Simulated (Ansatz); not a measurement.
Input and command of a plane-wave DFT calculation in Ansatz:

```yaml
crystal:
  lattice:
    - [0.0, 3.3515589154, 3.3515589154]
    - [3.3515589154, 0.0, 3.3515589154]
    - [3.3515589154, 3.3515589154, 0.0]
  atoms:
    - { symbol: Sr, position: [0.0, 0.0, 0.0] }
    - { symbol: Cl, position: [0.25, 0.25, 0.25] }
    - { symbol: Cl, position: [0.75, 0.75, 0.75] }
basis:
  ecutwfc: 500
kpoints:
  mp_grid: { grid: [6, 6, 6] }
hamiltonian:
  xc: r2scan
scf:
  occupations: { method: gaussian, width: 0.02 }
output:
  forces: true
  stress: true
  eigenvalues: true
```

```bash
ansatz run input.yaml --threads 1 --pin off --max-ram 2560MiB --backend cpu --events-out ev --progress --plain --runs-dir out
```

Processor: Arm Neoverse V2, 1 thread, on a host shared with other jobs.

Q: Estimate time, memory and problem size.

A: About 3.2 s on 1 thread of Arm Neoverse V2 (shared host), peak memory 0.47 GiB. It solves 16 bands at 16 k points (the mesh reduced by symmetry) with about 1917 plane waves, in 6 SCF iterations.
